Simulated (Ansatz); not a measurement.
**SbPt: computed property card**

SbPt:
```xyz
4
Lattice="4.1462 0.0000 0.0000 -2.0731 3.5907 0.0000 0.0000 0.0000 5.4310" Properties=species:S:1:pos:R:3 pbc="T T T"
Sb     2.0731     1.1969     4.0733
Sb     0.0000     2.3938     1.3578
Pt     0.0000     0.0000     2.7155
Pt     0.0000     0.0000     0.0000
```

Space group P6_3/mmc (No. 194), NiAs type; conventional cell a = b = 4.1462 Å, c = 5.4310 Å, α = β = 90.00°, γ = 120.00°.

Method: the program Ansatz at the LDA level (PAW). Structure relaxed to zero pressure with the same functional. Other levels are named where they apply.

Cell and energy:

Volume per atom: 20.21 Å³
Density: 13.01 g/cm³
Formation energy from the elements (no fitted shifts): -0.41 eV/atom

Electronic structure:

Electronic character: metallic (no gap)
Density of states at the Fermi level: 0.44 states/eV per atom (mean over ±0.08 eV)

Mechanics:

- Bulk modulus (Birch–Murnaghan fit): 148 GPa
- Pressure derivative B′: 4.9
- Elastic constants (relaxed ions, GPa): C11 = 191, C12 = 128, C13 = 110, C33 = 275, C44 = 30.1
- Mechanical stability: stable (all eigenvalues of C positive)
- Hill bulk and shear moduli: 149 and 36.9 GPa
- Young's modulus: 102 GPa
- Poisson's ratio: 0.39
- Debye temperature from the elastic constants: 208 K

Phonons:

* **Highest zone-centre frequency**: 190 cm⁻¹
* **Zone-centre stability**: no imaginary mode at Γ

The first step of the workflow began from a Materials Project structure, measured or hypothetical; the Crystallography Open Database files this formula in space group No. 194, but the cells were not matched. Whether it is the stable phase at ambient conditions was not checked. Symmetry was held in the LDA relaxation. No spin polarisation was allowed. As this level gives no gap, shear constants depend on the k-mesh and smearing (Fermi–Dirac, 0.1 eV here). As this level gives no gap, phonon frequencies hold no LO–TO term and depend on the k-mesh and smearing (Fermi–Dirac, 0.1 eV here). The references are the lowest solids computed at this level, not always the standard phases. Spin–orbit coupling is left out wherever it is not named.

Potentials: the later of the program's two PAW sets.
